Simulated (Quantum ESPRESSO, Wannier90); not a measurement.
Tight-binding from DFT: GaN (zinc blende)

```xyz
2
Lattice="0.0000 2.2535 2.2535 2.2535 0.0000 2.2535 2.2535 2.2535 0.0000" Properties=species:S:1:pos:R:3 pbc="T T T"
Ga     0.0000     0.0000     0.0000
N      1.1267     1.1267     1.1267
```

Cell from Materials Project (mp-830), symmetrised, no further relaxation. Not found in the COD (Crystallography Open Database) copy used, which has the formula in other groups; not checked further. Computed values, not measurements, from PBE: Quantum ESPRESSO (norm-conserving PseudoDojo potentials, cutoff 68 Ry, no spin polarisation, no spin-orbit coupling) on a Γ-centred 12×12×12 mesh, then Wannier90. Density: 12×12×12 mesh, cold smearing 0.01 Ry.

Bands 2-6 form an isolated set from -13.57 to -11.23 eV relative to the valence-band maximum (on the path) and are turned into 5 Wannier functions by minimising the spread from the start: atomic waves Ga 3d.

Centres (Cartesian, Å; one of the equivalent choices) and spreads:

```csv
n,x,y,z,spread (Å²),nearest atom
1,0.000,0.000,0.000,0.345,Ga1
2,0.000,0.000,0.000,1.238,Ga1
3,0.000,0.000,0.000,1.238,Ga1
4,0.000,0.000,0.000,0.345,Ga1
5,0.000,0.000,0.000,1.238,Ga1
```

Ω_I = 4.03 Å², Ω_total = 4.40 Å²; the interpolated bands follow pw.x to 0.5 meV rms on the path. Only this start was tried; a symmetric start can stop on a saddle, and mixtures of these functions could lower the total by at most Ω_total − Ω_I.
